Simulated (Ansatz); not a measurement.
BN (rock salt, space group No. 225) at seven volumes, the program Ansatz at the PBE level (PAW), scaled uniformly. One row is withheld.

| V (Å³/atom) | P (GPa) |
|---|---|
| 4.891 | 42.94 |
| 5.053 | 26.49 |
| 5.214 | 12.28 |
| 5.375 | 0.02 |
| 5.536 | -10.57 |
| 5.698 | ? |
| 5.859 | -27.61 |

Task: Fit the shown pressures and predict the withheld one.

Result: P = (3/2)B₀(x^(7/2) − x^(5/2))[1 + (3/4)(B′ − 4)(x − 1)] with x = (V₀/V)^(2/3). Least squares on the six rows gives V₀ = 5.376 Å³/atom, B₀ = 379 GPa, B′ = 3.87. At V = 5.698, x = 0.9620 and P = -19.70 GPa. The run itself gave -19.71 GPa.

Space group Fm-3m (rock salt). The cell is a constructed one: a structure type filled with these elements; neither database checked (COD, Materials Project) lists it. It is not the phase usual at ambient conditions (space group No. 186, 194, 216). The cell was relaxed with PBE under the symmetry of its start. At this level the phase is dynamically unstable (imaginary phonons).

Potentials: the later of the program's two PAW sets.
